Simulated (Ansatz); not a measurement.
In PBE+D3(BJ) (plane waves, PAW; program Ansatz), C in the fcc (Cu type) structure (Fm-3m) relaxes to a = 3.235 Å.

Electronic character: metallic (no gap).

The start of the workflow was typed in or built on a structure type; neither database checked (COD, Materials Project) lists it. It is not the phase usual at ambient conditions (space group No. 194, 227). The PBE+D3(BJ) relaxation kept the symmetry of its start; its stability against distortions is not shown here. The volume moved by -25 % from the start of the relaxation.

Potentials: the earlier of the program's two PAW sets.
